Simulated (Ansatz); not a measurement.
P (space group Cmce)

```
CELL_PARAMETERS angstrom
      1.65499    -5.08255     0.00000
      1.65499     5.08255     0.00000
      0.00000     0.00000     8.24745
ATOMIC_POSITIONS crystal
  P  0.89349 0.10651 0.21459
  P  0.89349 0.10651 0.71459
  P  0.10651 0.89349 0.28541
  P  0.10651 0.89349 0.78541
  P  0.60651 0.39349 0.46459
  P  0.60651 0.39349 0.96459
  P  0.39349 0.60651 0.03541
  P  0.39349 0.60651 0.53541
```

The atoms are displaced by Q × the pattern below (from a DFPT mode at Z = (0.0, 0.0, 0.5), largest move 1; Q in Å), at fixed cell. It is one choice among 2 degenerate patterns. (q is in reciprocal vectors of the primitive cell; the cell shown is doubled to hold the pattern.)

```json
[
 {"atom": "P1", "x": "-1.000", "y": "0.000", "z": "0.000"},
 {"atom": "P2", "x": "1.000", "y": "0.000", "z": "0.000"},
 {"atom": "P3", "x": "0.113", "y": "0.000", "z": "0.000"},
 {"atom": "P4", "x": "-0.113", "y": "0.000", "z": "0.000"},
 {"atom": "P7", "x": "0.994", "y": "0.000", "z": "0.000"},
 {"atom": "P8", "x": "-0.994", "y": "0.000", "z": "0.000"}
]
```

Atoms not listed stay in place.

Calculation: LDA (plane waves to 420 eV, PAW, scalar-relativistic; Ansatz, a first-principles code). k mesh 15×15×6 (Γ-centred), Fermi-Dirac smearing 0.05 eV. The energy includes the smearing's −TS. With partly filled bands, energies and forces of such displacements shift with the k mesh and the smearing. P was relaxed with its symmetry unable to fall. The relaxed volume of P is well below the measured one. The zero of ΔE is the undisplaced structure.

The scan covers Q from -0.180 to 0.180 Å in 13 points.

**Question.** Which space group does the distorted structure have?

**Answer.** Cc (No. 9), lowered from Cmce.

**Question.** What is the energy change at Q = 0.180 Å?

**Answer.** 1259 meV/cell.

**Question.** What harmonic wavenumber does the curvature at Q = 0 give?

**Answer.** 414 cm⁻¹.

(For displaced atoms, the force is minus the slope of the energy, and its curvature is a force constant, which sets phonon frequencies.)
